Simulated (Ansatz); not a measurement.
The relaxed structure here is a generated cell of Ru: the first start was made by placing the elements on the sites of a structure type, and the end was not matched to a known phase here, so it may be hypothetical. Known forms of Ru include space group No. 194.

One starting cell of Ru (a generated cell, Ru built in the simple-cubic structure type) was relaxed twice with Ansatz (plane waves, PAW, scalar-relativistic): with r2SCAN at 500 eV and with PBE at 420 eV. The r2SCAN result:

Space group Pm-3m (No. 221); a = b = c = 2.492 Å, α = β = γ = 90.00°

| atom | site | symmetry | x | y | z |
|---|---|---|---|---|---|
| Ru | 1a | m-3m | 0.0000 | 0.0000 | 0.0000 |

| quantity | r2SCAN | PBE |
|---|---|---|
| space group | Pm-3m | Pm-3m |
| volume (Å³/atom) | 15.47 | … |
| a (Å) | 2.492 | … |
| gap (eV, no spin-orbit coupling) | 0.00 | … |

**Question.** Fill in the PBE column.

**Answer.** 
- volume (Å³/atom), PBE: 15.84
- a (Å), PBE: 2.511
- gap (eV, no spin-orbit coupling), PBE: 0.00

Both levels end in the same structure; PBE's volume is 2.4 % larger. Neither column is exact.

No spin polarisation in the result.

The run could not lose the symmetry of its start: the end is stationary, and may be a saddle point rather than a minimum.

Ansatz is a quantum-chemistry and plane-wave program.
